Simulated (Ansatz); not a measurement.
**Relaxing a structure of Pb**

The start is a generated trial cell of Pb in the diamond structure type. Cell shape, volume and atoms are optimised at zero target pressure with r2SCAN (plane waves to 500 eV, PAW, scalar-relativistic; Ansatz, a first-principles code). First-step values are on the input's coarse k-mesh.

Ansatz input (later rounds restart from its end on a renewed k-mesh):
Ansatz 0.2 input:
```yaml
crystal:
  lattice:
    - [0, 3.466225, 3.466225]
    - [3.466225, 0, 3.466225]
    - [3.466225, 3.466225, 0]
  atoms:
    - { symbol: Pb, position: [0.25, 0.25, 0.25] }
    - { symbol: Pb, position: [0, 0, 0] }
basis: { ecutwfc: 500, ecutrho_ratio: 4, xc_grid: 4, fft_grid_basis: typed }
kpoints: { mp_grid: { grid: [8, 8, 8] } }
hamiltonian:
  xc: r2scan
  dispersion: none
  pseudopotentials: { azcp: { folder: ./paw }, kind: paw }
scf: { occupations: { method: fermi_dirac, width: 0.05 } }
relax: { f_tol: 0.01, max_steps: 100, cell: { stress_tol: 0.02 } }
output: { forces: true, stress: true }
```

```yaml
outcome: The space group stays Fd-3m (No. 227) (the run could not lower it); the end is diamond type, with 2 atoms in the primitive cell
band_gap_at_the_end: no gap (metallic)
optimiser_moves: 2
```

It ends as:

```cif
data_Pb8
_chemical_formula_sum 'Pb8'
_space_group_name_H-M_alt 'Fd-3m :1'
_space_group_IT_number 227
_space_group_name_Hall 'F 4d 2 3 -1d'
_cell_length_a 6.95222
_cell_length_b 6.95222
_cell_length_c 6.95222
_cell_angle_alpha 90.000
_cell_angle_beta 90.000
_cell_angle_gamma 90.000
loop_
_atom_site_label
_atom_site_type_symbol
_atom_site_symmetry_multiplicity
_atom_site_Wyckoff_symbol
_atom_site_fract_x
_atom_site_fract_y
_atom_site_fract_z
_atom_site_occupancy
Pb1 Pb 8 b 0.50000 0.50000 0.50000 1
```
(The calculation used a cell of 2 atoms; values per cell refer to that cell.)

Final values are on a 12×12×12 k-mesh of the relaxed cell. No spin polarisation in the result.

The run could not lose the symmetry of its start; a randomly shaken copy of 4 atoms returns to this structure.

All atoms sit on sites fixed by symmetry, so only the cell could relax.

The relaxed structure here is a generated cell of Pb: the first start was made by placing the elements on the sites of a structure type, and the end was not matched to a known phase here, so it may be hypothetical. Known forms of Pb include space group No. 225.
